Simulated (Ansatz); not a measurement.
Here is the system:

Sr (fcc, Cu type), conventional cell a = 6.0289 Å, b = 6.0289 Å, c = 6.0289 Å, α = 90.00°, β = 90.00°, γ = 90.00°. The calculation uses the primitive cell of 1 atom, to which meshes and values per cell refer.

The volume is varied about the relaxed value V₀ at fixed cell shape. Symmetry pins the atoms to their sites.

Calculation: PBE (plane waves to 420 eV, PAW, scalar-relativistic; Ansatz, a program for electronic structure). k mesh 13×13×13 (Γ-centred), Fermi-Dirac smearing 0.05 eV. Energies are smeared free energies. Stress and pressure are positive under compression. Sr was relaxed with its symmetry unable to fall. ΔE is measured from the relaxed starting cell.

The scan covers V/V₀ from 0.940 to 1.060 in 13 points.

Q: What bulk modulus B₀ follows from a third-order Birch-Murnaghan fit?

A: 11.6 GPa.

Q: What is the fitted pressure derivative B₀′?

A: 3.4.

(A scan under strain: stresses follow from slopes of the energy per volume, elastic moduli from its curvatures.)
